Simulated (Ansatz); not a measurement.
Ga2O3:
```
CELL_PARAMETERS angstrom
      5.11790     0.00000     0.00000
      0.00000     8.79933     0.00000
      0.00000     0.00000     9.41614
ATOMIC_POSITIONS crystal
  Ga 0.67702 0.15232 0.20675
  Ga 0.32298 0.84768 0.70675
  Ga 0.82298 0.65232 0.70675
  Ga 0.17702 0.34768 0.20675
  Ga 0.68756 0.83814 0.01759
  Ga 0.31244 0.16186 0.51759
  Ga 0.81244 0.33814 0.51759
  Ga 0.18756 0.66186 0.01759
  Ga 0.17838 0.03220 0.00432
  Ga 0.82162 0.96780 0.50432
  Ga 0.32162 0.53220 0.50432
  Ga 0.67838 0.46780 0.00432
  Ga 0.69133 0.15026 0.79610
  Ga 0.30867 0.84974 0.29610
  Ga 0.80867 0.65026 0.29610
  Ga 0.19133 0.34974 0.79610
  O  0.97689 0.51140 0.14168
  O  0.02311 0.48860 0.64168
  O  0.52311 0.01140 0.64168
  O  0.47689 0.98860 0.14168
  O  0.34696 0.84149 0.90616
  O  0.65304 0.15851 0.40616
  O  0.15304 0.34149 0.40616
  O  0.84696 0.65851 0.90616
  O  0.02942 0.82421 0.13448
  O  0.97058 0.17579 0.63448
  O  0.47058 0.32421 0.63448
  O  0.52942 0.67579 0.13448
  O  0.48094 0.66754 0.64699
  O  0.51906 0.33246 0.14699
  O  0.01906 0.16754 0.14699
  O  0.98094 0.83246 0.64699
  O  0.34841 0.17118 0.87927
  O  0.65159 0.82882 0.37927
  O  0.15159 0.67118 0.37927
  O  0.84841 0.32882 0.87927
  O  0.65095 0.49818 0.41286
  O  0.34905 0.50182 0.91286
  O  0.84905 0.99818 0.91286
  O  0.15095 0.00182 0.41286
```

Relaxed with PBE. Special points in fractions of this cell's reciprocal vectors: Γ (0.000, 0.000, 0.000); X (0.500, 0.000, 0.000); S (0.500, 0.500, 0.000); Y (0.000, 0.500, 0.000); Z (0.000, 0.000, 0.500); U (0.500, 0.000, 0.500); R (0.500, 0.500, 0.500); T (0.000, 0.500, 0.500).

**Question.** List the band energies nearest the valence-band maximum at these points for DFT-PBE in the program Ansatz with PAW potentials.

**Answer.** In eV from the valence-band maximum; about four levels below and three above (degenerate sets whole), none deeper than 8.9 eV; points with the same levels are listed once.

```tsv
k	below	above
Γ	-0.17 -0.17 -0.16 -0.12 -0.03 0.00	2.10 4.79 5.30
X	-0.11 -0.11 -0.05 -0.05	4.91 4.91 5.55 5.55
S	-0.12 -0.12 -0.08 -0.08	5.28 5.28 5.42 5.42
Y	-0.19 -0.19 -0.03 -0.03	3.52 3.52 5.43 5.43
Z	-0.11 -0.11 -0.07 -0.07	3.35 3.35 5.48 5.48
U	-0.12 -0.12 -0.12 -0.12	5.29 5.29 5.29 5.29
R	-0.12 -0.12 -0.08 -0.08	5.50 5.50 5.61 5.61
T	-0.18 -0.18 -0.09 -0.09	4.20 4.20 4.31 4.31
```

Space group Pna2_1. The start of the workflow was typed in or built on a structure type; neither database checked (COD, Materials Project) lists it. It is not the phase usual at ambient conditions (space group No. 12, 167). The PBE relaxation kept the symmetry of its start; its stability against distortions is not shown here. Spin–orbit coupling is left out wherever it is not named.

Potentials: the later of the program's two PAW sets.
